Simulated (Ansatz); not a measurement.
# AlRu: pressure against volume, fitted

```yaml
crystal:
  lattice:
    - [2.99160, 0.00000, 0.00000]
    - [0.00000, 2.99160, 0.00000]
    - [0.00000, 0.00000, 2.99160]
  atoms:
    - { symbol: Al, position: [0.00000, 0.00000, 0.00000] }
    - { symbol: Ru, position: [0.50000, 0.50000, 0.50000] }
```

Atom numbers follow the list: Al1, Ru2.

The geometry is COD entry 1527371, unchecked; take it as a test cell.

Spin polarisation is left out, and whether a magnetic state lies lower isn't shown here.

The calculation used DFT, PBEsol, all-electron LAPW, scalar-relativistic in Ansatz 0.2.0.

Settings: a Γ-centred 12×12×12 k mesh, Fermi–Dirac smearing of 0.05 eV, basis error target 1 meV/atom, no spin polarisation.

The cell is scaled evenly. Fractional coordinates are held (clamped ions).

```csv
V (Å³/atom),P (GPa)
12.584,11.06
12.851,5.70
13.119,0.89
13.253,-1.33
13.387,-3.42
13.521,-5.41
13.655,-7.29
13.922,-10.75
```

(1) Fit a third-order Birch–Murnaghan curve to the pressures.

(2) Predict the pressure at the withheld volume, 14.190 Å³/atom.

Results:

(1) P = (3B0/2)(y^(7/2) − y^(5/2))[1 + (3/4)(B0′ − 4)(y − 1)] with y = (V0/V)^(2/3) fits within 0.01 GPa for V0 = 13.172 Å³/atom, B0 = 219.1 GPa and B0′ = 4.38.

(2) There y = 0.9516, so the fit gives -13.86 GPa; the run gave -13.85 GPa.
